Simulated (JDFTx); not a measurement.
```json
{
 "surface": "TiTe2 monolayer, Te outermost",
 "bulk": "TiTe2, P-3m1, lattice of mp-1907 (not re-optimised)",
 "slab": "3 atoms in 3 planes, 1x1, 3.4 Å between the outermost planes",
 "in-plane cell": "3.824 × 3.824 Å, 12.67 Å²",
 "cell_height": "19.4 Å",
 "sampling": "6×6×1 k mesh, Fermi smearing 0.01 Ha, no spin polarisation"
}
```

Whether this polymorph is the ambient one wasn't checked. A free-standing single layer at the bulk's in-plane lattice is a model cell. Neither spin polarisation nor a larger cell was tried.

Profiles through the double layer of this slab, charged, in SCCS (g09 parameters), water, 1 M NaF; PBE, GBRV ultrasoft potentials, plane waves to 20/100 Ha, JDFTx (a modified build). z is the height above the outermost atoms, φ the plane-averaged electrostatic potential energy of an electron (zero in the bulk liquid), ρ_b the bound charge of solvent and ions, s the cavity shape function (0 in the solid, 1 in the liquid).

```csv
z (Å),n (e/Å³),s,φ (eV),ρ_b (10⁻³ e/Å³)
0.82,0.1621,0.00,-1.179,0.00
1.28,0.0651,0.00,-0.738,0.00
1.74,0.0196,0.00,-0.146,0.39
2.20,0.0055,0.04,0.019,1.93
2.67,0.0016,0.60,0.016,1.79
3.13,0.0005,1.00,0.013,0.56
3.59,0.0001,1.00,0.012,0.16
4.05,0.0000,1.00,0.010,0.05
4.51,0.0000,1.00,0.009,0.02
4.98,0.0000,1.00,0.007,0.01
5.44,0.0000,1.00,0.006,0.01
5.90,0.0000,1.00,0.005,0.00
6.36,0.0000,1.00,0.005,0.00
6.82,0.0000,1.00,0.004,0.00
7.29,0.0000,1.00,0.003,0.00
7.75,0.0000,1.00,0.003,0.00
```

Problem. Is the electrode positively or negatively charged, and roughly by how much?

Solution. Negatively: σ = -3.7 μC/cm² per face. The liquid's bound charge is of the opposite sign overall, and far from the surface φ decays with the screening length (3.0 Å).
